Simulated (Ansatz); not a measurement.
A trial cell of W was relaxed with PBE (plane waves to 420 eV, PAW, scalar-relativistic; Ansatz, an electronic-structure program).

Before: Pnma (No. 62), oP8; a = 6.2383 Å, b = 4.4220 Å, c = 4.5755 Å, α = 90.00°, β = 90.00°, γ = 90.00°.

After relaxation:

Simulated powder pattern, Mo Kα, λ = 0.71073 Å (kinematic, ideal powder, no thermal factors, no anomalous dispersion; the 24 strongest lines at most, above 1 %, up to 2θ = 45°):

| 2θ (°) | I/Imax (%) |
|---|---|
| 18.17 | 100 |
| 25.80 | 19 |
| 31.74 | 42 |
| 36.81 | 13 |
| 41.34 | 18 |

Identify the relaxed structure from its pattern: crystal system, space group and cell.

Cubic, Im-3m (No. 229), cI2, bcc (W type); a = b = c = 3.184 Å, α = β = γ = 90.00°. Sites: W 2a (0.000, 0.000, 0.000).

Index the strongest lines.

18.17° (110), 25.80° (200), 31.74° (211), 36.81° (220), 41.34° (310).

No spin polarisation in the result.

The run could not lose the symmetry of its start.
